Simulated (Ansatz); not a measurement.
Li6PS5Cl:
```cif
data_ClLi6PS5
_chemical_formula_sum 'Cl1 P1 S5 Li6'
_space_group_name_H-M_alt 'P 1'
_space_group_IT_number 1
_cell_length_a 7.22112
_cell_length_b 7.22112
_cell_length_c 7.22112
_cell_angle_alpha 60.000
_cell_angle_beta 60.000
_cell_angle_gamma 60.000
loop_
_space_group_symop_operation_xyz
  'x, y, z'
loop_
_atom_site_label
_atom_site_type_symbol
_atom_site_fract_x
_atom_site_fract_y
_atom_site_fract_z
_atom_site_occupancy
Cl1 Cl 0.00000 0.00000 0.00000 1
P1 P 0.50000 0.50000 0.50000 1
S1 S 0.75000 0.75000 0.75000 1
S2 S 0.38431 0.38431 0.38431 1
S3 S 0.38431 0.84707 0.38431 1
S4 S 0.84707 0.38431 0.38431 1
S5 S 0.38431 0.38431 0.84707 1
Li1 Li 0.52325 0.97675 0.97675 1
Li2 Li 0.52325 0.52325 0.97675 1
Li3 Li 0.97675 0.97675 0.52325 1
Li4 Li 0.97675 0.52325 0.52325 1
Li5 Li 0.52325 0.97675 0.52325 1
Li6 Li 0.97675 0.52325 0.97675 1
```

Relaxed with r²SCAN. The program Ansatz at the r²SCAN level (PAW) gives a gap of 2.63 eV.

Problem. What gap does HSE06 give on the same cell (Ansatz, PAW)?

Solution. 3.41 eV, 0.78 eV more. The hybrid was solved on a coarser mesh and at special points; its gap is the smallest among all of these.

```csv
k,v1 r²SCAN,c1 r²SCAN,v1 HSE06,c1 HSE06
Γ,0.00,2.63,0.00,3.41
X,-0.06,4.32,[?],[?]
L,-0.05,3.42,[?],[?]
W,-0.01,4.39,[?],[?]
K,-0.05,4.17,[?],[?]
```

Problem. Top valence (v1) and lowest conduction level (c1) in eV from each method's valence maximum (which need not be a listed point): supply the withheld HSE06 values.

Solution. 
- X, v1 HSE06: -0.08
- X, c1 HSE06: 5.14
- K, v1 HSE06: -0.06
- K, c1 HSE06: 4.99
- L, v1 HSE06: -0.06
- L, c1 HSE06: 4.20
- W, v1 HSE06: -0.03
- W, c1 HSE06: 5.26

Cost on shared cores: the r²SCAN run (SCF on a 5×5×5 mesh, then bands and DOS) very roughly 4 core-minutes, the HSE06 run (SCF on 3×3×3, then a few points) roughly 10 core-minutes; the tasks are unlike.

Space group F-43m. The start of the workflow was typed in or built on a structure type; the Crystallography Open Database copy checked does not list it. Whether it is the stable phase at ambient conditions was not checked. Symmetry was held in the r²SCAN relaxation; whether a distortion lowers the energy is not shown.

Potentials: the later of the program's two PAW sets.
